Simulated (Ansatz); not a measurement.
AgI:
```cif
data_Ag2I2
_chemical_formula_sum 'Ag2 I2'
_space_group_name_H-M_alt 'P 1'
_space_group_IT_number 1
_cell_length_a 4.68514
_cell_length_b 4.68514
_cell_length_c 7.66210
_cell_angle_alpha 90.000
_cell_angle_beta 90.000
_cell_angle_gamma 120.000
loop_
_space_group_symop_operation_xyz
  'x, y, z'
loop_
_atom_site_label
_atom_site_type_symbol
_atom_site_fract_x
_atom_site_fract_y
_atom_site_fract_z
_atom_site_occupancy
Ag1 Ag 0.33333 0.66667 0.00251 1
Ag2 Ag 0.66667 0.33333 0.50251 1
I1 I 0.33333 0.66667 0.37739 1
I2 I 0.66667 0.33333 0.87739 1
```

Relaxed with PBE.

Task: Which orbitals make up the states near the band edges in PBE (plane waves, PAW; program Ansatz)?

Result: Top 1 eV of the valence band: I 5p 65 %, Ag 4d 33 %. Bottom 1 eV of the conduction band: Ag 5s 70 %, I 5p 15 %, I 5s 12 %. Projections are on Löwdin-orthogonalised atomic valence shells; empty p or d shells of many metals are not among them.

Task: Tabulate the density of states.

Result: States/eV per cell of 4 atoms, in 0.25 eV bins, energy from the valence-band maximum.

| E (eV) | total | Ag 4d | I 5p | Ag 5s |
|---|---|---|---|---|
| -7.85 | 0.00 | 0.00 | 0.00 | 0.00 |
| -7.60 | 0.00 | 0.00 | 0.00 | 0.00 |
| -7.35 | 0.00 | 0.00 | 0.00 | 0.00 |
| -7.10 | 0.00 | 0.00 | 0.00 | 0.00 |
| -6.85 | 0.00 | 0.00 | 0.00 | 0.00 |
| -6.60 | 0.00 | 0.00 | 0.00 | 0.00 |
| -6.35 | 0.00 | 0.00 | 0.00 | 0.00 |
| -6.10 | 0.00 | 0.00 | 0.00 | 0.00 |
| -5.85 | 0.00 | 0.00 | 0.00 | 0.00 |
| -5.60 | 0.00 | 0.00 | 0.00 | 0.00 |
| -5.35 | 0.00 | 0.00 | 0.00 | 0.00 |
| -5.10 | 0.00 | 0.00 | 0.00 | 0.00 |
| -4.85 | 0.00 | 0.00 | 0.00 | 0.00 |
| -4.60 | 0.00 | 0.00 | 0.00 | 0.00 |
| -4.35 | 0.00 | 0.00 | 0.00 | 0.00 |
| -4.10 | 1.25 | 0.43 | 0.65 | 0.16 |
| -3.85 | 19.18 | 9.10 | 8.51 | 1.47 |
| -3.60 | 25.47 | 14.65 | 9.91 | 0.79 |
| -3.35 | 2.10 | 1.18 | 0.82 | 0.08 |
| -3.10 | 0.00 | 0.00 | 0.00 | 0.00 |
| -2.85 | 28.72 | 28.26 | 0.22 | 0.14 |
| -2.60 | 8.31 | 7.50 | 0.45 | 0.22 |
| -2.35 | 4.60 | 3.43 | 0.78 | 0.26 |
| -2.10 | 3.22 | 1.96 | 0.98 | 0.17 |
| -1.85 | 3.46 | 1.72 | 1.49 | 0.15 |
| -1.60 | 4.92 | 2.05 | 2.61 | 0.13 |
| -1.35 | 5.23 | 1.95 | 3.04 | 0.10 |
| -1.10 | 6.22 | 2.16 | 3.83 | 0.08 |
| -0.85 | 7.43 | 2.48 | 4.75 | 0.05 |
| -0.60 | 4.74 | 1.53 | 3.10 | 0.03 |
| -0.35 | 2.41 | 0.76 | 1.61 | 0.01 |
| -0.10 | 0.74 | 0.23 | 0.50 | 0.00 |
| 0.15 | 0.00 | 0.00 | 0.00 | 0.00 |
| 0.40 | 0.00 | 0.00 | 0.00 | 0.00 |
| 0.65 | 0.00 | 0.00 | 0.00 | 0.00 |
| 0.90 | 0.00 | 0.00 | 0.00 | 0.00 |
| 1.15 | 0.00 | 0.00 | 0.00 | 0.00 |
| 1.40 | 0.00 | 0.00 | 0.00 | 0.00 |
| 1.65 | 0.04 | 0.00 | 0.00 | 0.03 |
| 1.90 | 0.11 | 0.00 | 0.01 | 0.08 |
| 2.15 | 0.18 | 0.00 | 0.03 | 0.13 |
| 2.40 | 0.29 | 0.00 | 0.05 | 0.20 |
| 2.65 | 0.49 | 0.00 | 0.09 | 0.33 |
| 2.90 | 0.99 | 0.00 | 0.19 | 0.64 |
| 3.15 | 2.16 | 0.01 | 0.40 | 1.31 |
| 3.40 | 3.01 | 0.01 | 0.58 | 1.74 |
| 3.65 | 3.76 | 0.02 | 0.75 | 2.01 |
| 3.90 | 3.13 | 0.01 | 0.66 | 1.65 |
| 4.15 | 1.42 | 0.01 | 0.34 | 0.80 |
| 4.40 | 0.42 | 0.00 | 0.11 | 0.25 |
| 4.65 | 0.11 | 0.00 | 0.00 | 0.00 |
| 4.90 | 1.96 | 0.01 | 0.08 | 0.11 |
| 5.15 | 7.01 | 0.03 | 0.30 | 0.48 |
| 5.40 | 3.45 | 0.01 | 0.13 | 0.21 |
| 5.65 | 2.28 | 0.01 | 0.08 | 0.15 |
| 5.90 | 1.45 | 0.00 | 0.03 | 0.05 |

Space group P6_3mc (wurtzite). The cell was relaxed with PBE under the symmetry of its start. No spin polarisation was allowed. Scalar-relativistic: spin–orbit coupling is off unless named, which matters more the heavier the elements.

Potentials: the later of the program's two PAW sets.
